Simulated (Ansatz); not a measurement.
**TiW2 under compression: one row to predict**

The structure comes from a generated guess, relaxed at this level; another structure or a mixture of phases may lie lower.

These are results of DFT PBE, scalar-relativistic, plane waves, PAW in Ansatz 0.2.0, not measurements. Settings of the last relaxation (3-atom cell): 420 eV, 12×12×16 k points, Gaussian smearing of 0.10 eV, no spin polarisation.

```yaml
crystal:
  lattice:
    - [4.48584, 0.00000, 0.00000]
    - [-2.24292, 3.88485, 0.00000]
    - [0.00000, 0.00000, 2.77172]
  atoms:
    - { symbol: Ti, position: [0.00000, 0.00000, 0.00000] }
    - { symbol: W, position: [0.33333, 0.66667, 0.34895] }
    - { symbol: W, position: [0.66667, 0.33333, 0.65105] }
```

The cell was set to several volumes, with shape and atoms relaxed at each where symmetry leaves them free. Pressure is positive in compression, and energies count from the lowest row. No row has a gap on its mesh.

| row | V (Å³/atom) | P (GPa) | ΔE (meV/atom) |
| --- | --- | --- | --- |
| 1 | 14.169 | 37.13 | 201.2 |
| 2 | 14.652 | 25.66 | 107.4 |
| 3 | 15.135 | ? | ? |
| 4 | 15.618 | 7.34 | 10.7 |
| 5 | 16.101 | -0.03 | 0.0 |
| 6 | 16.584 | -6.35 | 10.0 |
| 7 | 17.067 | -11.77 | 37.6 |
| 8 | 17.711 | -17.82 | 97.5 |

Question: Find B = −V·ΔP/ΔV from rows 4 and 6 and from rows 1 and 2, and from the two its slope B′ and its value B0 at zero pressure.

Answer: Rows 4 and 6 give −(15.618 + 16.584)/2 × (-6.35 − (7.34))/(16.584 − 15.618) = 228.2 GPa at a mean pressure of 0.50 GPa. Rows 1 and 2 give −(14.169 + 14.652)/2 × (25.66 − (37.13))/(14.652 − 14.169) = 342.2 GPa at a mean pressure of 31.40 GPa. So B′ = (342.2 − 228.2)/(31.40 − (0.50)) = 3.69 and B0 = 228.2 − 3.69 × (0.50) = 226.4 GPa. A third-order Birch–Murnaghan fit to all the energies gives B0 = 226.4 GPa and B′ = 3.9.

Question: Estimate the pressure and energy of row 3.

Answer: From row 5, V0 = 16.101 × (1 + (-0.03)/226.4) = 16.099 Å³/atom. Murnaghan's form P = (B0/B′)·[(V0/V)^B′ − 1] gives (226.4/3.69) × [(16.099/15.135)^3.69 − 1] = 15.70 GPa; the computed pressure is 15.85 GPa, so the estimate is off by -0.15 GPa. The work of compression from row 4, with the mean of the two pressures, gives ΔE = 10.7 + (15.70 + 7.34)/2 × (15.618 − 15.135)/160.2 × 1000 = 45.4 meV/atom (1 eV/Å³ = 160.2 GPa); the computed value is 45.3 meV/atom.

Spin–orbit coupling, which can matter for W, is left out. All volumes keep the k mesh of the relaxed cell. Symmetry constrained the relaxation, so the result can be a saddle point.
